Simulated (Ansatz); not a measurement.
Consider the following.

SrTiO3:
```cif
data_O12Sr4Ti4
_chemical_formula_sum 'Sr4 Ti4 O12'
_space_group_name_H-M_alt 'I4/mcm'
_space_group_IT_number 140
_space_group_name_Hall '-I 4 2c'
_cell_length_a 5.51874
_cell_length_b 5.51874
_cell_length_c 7.82830
_cell_angle_alpha 90.000
_cell_angle_beta 90.000
_cell_angle_gamma 90.000
loop_
_atom_site_label
_atom_site_type_symbol
_atom_site_symmetry_multiplicity
_atom_site_Wyckoff_symbol
_atom_site_fract_x
_atom_site_fract_y
_atom_site_fract_z
_atom_site_occupancy
Sr1 Sr 4 b 0.00000 0.50000 0.25000 1
Ti1 Ti 4 c 0.00000 0.00000 0.00000 1
O1 O 8 h 0.23316 0.26684 0.00000 1
O2 O 4 a 0.00000 0.00000 0.25000 1
```
(The calculation used a cell of 10 atoms; values per cell refer to that cell.)

This is the r²SCAN-relaxed structure.

### Question
All from r²SCAN (plane waves, PAW; program Ansatz), unless another level is named. Predict the Bader charges.

### Answer
Sr +1.63, Ti +2.34, O -1.32 e.

### Question
And the electronic dielectric constant ε∞ (DFPT)?

### Answer
5.64 (xx = yy), 5.65 (zz).

### Question
Predict the Born charges (a third of the trace).

### Answer
Sr +2.51, Ti +7.13, O -3.22 to -3.21 e.

The workflow started from a Materials Project entry (that database holds measured and hypothetical structures alike); the Crystallography Open Database files this formula in space group No. 140, but the cells were not matched. It is not the phase usual at ambient conditions (space group No. 221). The cell was relaxed with r²SCAN under the symmetry of its start. At this level the phase is dynamically unstable (imaginary phonons). The run is not spin-polarised. Spin–orbit coupling is left out wherever it is not named.

Potentials: the earlier of the program's two PAW sets.
